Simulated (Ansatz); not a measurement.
# Calculated with Ansatz: Sr₂MoWO₆, relaxation

Run with:

```bash
ansatz run input.yaml --threads 2 --pin off --max-ram 2560MiB --backend cpu --events-out ev --progress --plain --runs-dir out
```

The input file (Ansatz 0.2.0, plane waves):

```yaml
crystal:
  lattice:
    - [0.00036755, 5.53122802, 0.0]
    - [5.53176445, 0.0, 0.0]
    - [2.76416316, 2.76497774, -3.93475825]
  atoms:
    - { symbol: Sr, position: [0.2477, 0.7505, 0.5028] }
    - { symbol: Sr, position: [0.7523, 0.2495, 0.4972] }
    - { symbol: Mo, position: [0.0, 0.0, 0.0] }
    - { symbol: W, position: [0.5, 0.5, 0.0] }
    - { symbol: O, position: [0.25133, 0.23293, 0.51034] }
    - { symbol: O, position: [0.74867, 0.76707, 0.48966] }
    - { symbol: O, position: [0.20984, 0.26875, 0.009] }
    - { symbol: O, position: [0.79016, 0.73125, 0.991] }
    - { symbol: O, position: [0.27428, 0.78411, 0.98446] }
    - { symbol: O, position: [0.72572, 0.21589, 0.01554] }
kpoints:
  mp_grid: { grid: [4, 4, 5], shift: [0.5, 0.5, 0.5] }
magnetization:
  spin_polarized: false
scf:
  occupations: { method: fermi_dirac, width: 0.03 }
  lower_state_search: "off"
hamiltonian:
  pseudopotentials: { kind: paw }
  xc: r2scan
basis:
  ecutwfc: 500
  fft_grid_basis: typed
relax:
  max_steps: 40
  f_tol: 0.03
output:
  forces: true
  stress: true
  eigenvalues: true
  populations: true
  elf: true
  write_potential: true
  volumetric_format: npy
  dos:
    e_range: [-12, 8]
    de: 0.05
    projected: { site_lists: { Mo: [Mo], O: [O], Sr: [Sr], W: [W] } }
  write_density: true
  bader: false
checkpoint:
  read: saved_state
```

Origin of the cell: a known structure type with other elements, at an estimated volume, so it need not be a known compound.

The saved state is a converged single point of the same cell.

Steps:

| step | ΔF (meV/atom) | max force component (eV/Å) | SCF iterations | step was |
| --- | --- | --- | --- | --- |
| 1 | 0.0 | 2.111 | 7 | accepted |
| 2 | -44.7 | 0.591 | 7 | accepted |
| 3 | -55.5 | 0.042 | 8 | accepted |
| 4 | -55.6 | 0.046 | 8 | accepted |
| 5 | -55.7 | 0.109 | 7 | accepted |
| 6 | -56.0 | 0.008 | 7 | accepted |
| 7 | -56.0 | 0.008 | 4 | accepted |

Step 1, with forces in eV/Å:

```xyz
10
Lattice="0.000 5.531 0.000 5.532 0.000 0.000 2.764 2.765 -3.935" Properties=species:S:1:pos:R:3:forces:R:3 pbc="T T T" step=1
Sr    5.542    2.760   -1.978   -0.051    0.050    0.067
Sr    2.755    5.536   -1.956    0.051   -0.050   -0.067
Mo    0.000    0.000    0.000    0.000    0.000    0.000
W     2.766    2.766    0.000    0.000    0.000    0.000
O     2.699    2.801   -2.008    0.722   -0.301    2.111
O     5.597    5.495   -1.927   -0.722    0.301   -2.111
O     1.512    1.186   -0.035    1.410    1.914    0.329
O     6.785    7.111   -3.899   -1.410   -1.914   -0.329
O     7.059    4.239   -3.874   -1.233    1.642   -0.710
O     1.237    4.057   -0.061    1.233   -1.642    0.710
```

Step 2, with forces in eV/Å:

```xyz
10
Lattice="0.000 5.531 0.000 5.532 0.000 0.000 2.764 2.765 -3.935" Properties=species:S:1:pos:R:3:forces:R:3 pbc="T T T" step=2
Sr    5.598    2.804   -1.987   -0.396   -0.226    0.119
Sr    2.698    5.492   -1.948    0.396    0.226   -0.119
Mo    0.000    0.000    0.000    0.000    0.000    0.000
W     2.766    2.766    0.000    0.000    0.000    0.000
O     2.792    2.762   -1.964   -0.385    0.184    0.591
O     5.504    5.534   -1.970    0.385   -0.184   -0.591
O     1.512    1.256    0.006    0.558    0.463   -0.131
O     6.784    7.041   -3.941   -0.558   -0.463    0.131
O     7.054    4.292   -3.985   -0.575    0.379    0.402
O     1.242    4.004    0.051    0.575   -0.379   -0.402
```

Step 3, with forces in eV/Å:

```xyz
10
Lattice="0.000 5.531 0.000 5.532 0.000 0.000 2.764 2.765 -3.935" Properties=species:S:1:pos:R:3:forces:R:3 pbc="T T T" step=3
Sr    5.533    2.764   -1.967   -0.009    0.003   -0.002
Sr    2.763    5.532   -1.968    0.009   -0.003    0.002
Mo    0.000    0.000    0.000    0.000    0.000    0.000
W     2.766    2.766    0.000    0.000    0.000    0.000
O     2.763    2.763   -1.947   -0.014   -0.010   -0.042
O     5.534    5.533   -1.988    0.014    0.010    0.042
O     1.458    1.338    0.004    0.016   -0.012   -0.016
O     6.838    6.959   -3.938   -0.016    0.012    0.016
O     6.959    4.223   -3.936    0.010    0.019    0.005
O     1.338    4.074    0.001   -0.010   -0.019   -0.005
```

Step 4, with forces in eV/Å:

```xyz
10
Lattice="0.000 5.531 0.000 5.532 0.000 0.000 2.764 2.765 -3.935" Properties=species:S:1:pos:R:3:forces:R:3 pbc="T T T" step=4
Sr    5.530    2.766   -1.968    0.010   -0.007    0.002
Sr    2.767    5.530   -1.967   -0.010    0.007   -0.002
Mo    0.000    0.000    0.000    0.000    0.000    0.000
W     2.766    2.766    0.000    0.000    0.000    0.000
O     2.763    2.763   -1.948   -0.021    0.008    0.015
O     5.533    5.534   -1.987    0.021   -0.008   -0.015
O     1.464    1.330    0.002    0.046    0.009   -0.008
O     6.832    6.966   -3.937   -0.046   -0.009    0.008
O     6.967    4.230   -3.938   -0.017    0.037    0.022
O     1.329    4.066    0.003    0.017   -0.037   -0.022
```

Step 5, with forces in eV/Å:

```xyz
10
Lattice="0.000 5.531 0.000 5.532 0.000 0.000 2.764 2.765 -3.935" Properties=species:S:1:pos:R:3:forces:R:3 pbc="T T T" step=5
Sr    5.533    2.765   -1.968   -0.010   -0.004    0.003
Sr    2.763    5.531   -1.966    0.010    0.004   -0.003
Mo    0.000    0.000    0.000    0.000    0.000    0.000
W     2.766    2.766    0.000    0.000    0.000    0.000
O     2.763    2.762   -1.951   -0.020    0.031    0.109
O     5.533    5.534   -1.984    0.020   -0.031   -0.109
O     1.483    1.310    0.000    0.080    0.038    0.008
O     6.813    6.986   -3.934   -0.080   -0.038   -0.008
O     6.988    4.250   -3.941   -0.053    0.056    0.038
O     1.308    4.046    0.006    0.053   -0.056   -0.038
```

Step 7, with forces in eV/Å:

```xyz
10
Lattice="0.000 5.531 0.000 5.532 0.000 0.000 2.764 2.765 -3.935" Properties=species:S:1:pos:R:3:forces:R:3 pbc="T T T" step=7
Sr    5.532    2.765   -1.967    0.001    0.000   -0.003
Sr    2.765    5.531   -1.967   -0.001    0.000    0.003
Mo    0.000    0.000    0.000    0.000    0.000    0.000
W     2.766    2.766    0.000    0.000    0.000    0.000
O     2.763    2.764   -1.948    0.000   -0.001    0.003
O     5.533    5.532   -1.987    0.000    0.001   -0.003
O     1.509    1.288    0.000   -0.001   -0.007    0.000
O     6.787    7.008   -3.935    0.001    0.007    0.000
O     7.008    4.274   -3.936    0.008   -0.002    0.004
O     1.288    4.022    0.001   -0.008    0.002   -0.004
```

| Property | Result |
| --- | --- |
| Free energy lowered by | 56.0 meV/atom |
| Final pressure | 9.71 GPa |
| Relaxation steps listed | 7 |

Caveats: no moments, though an odd count or open d shells may carry them; no spin-orbit coupling, though heavy elements are present; the SCF threshold is looser than advised for a stress; the k mesh is coarse if the cell is a metal; the relaxation held the start's symmetry, so the end may be a saddle point.

The run took 320 s of wall time on 2 CPU thread(s) of a shared host, from a saved density.
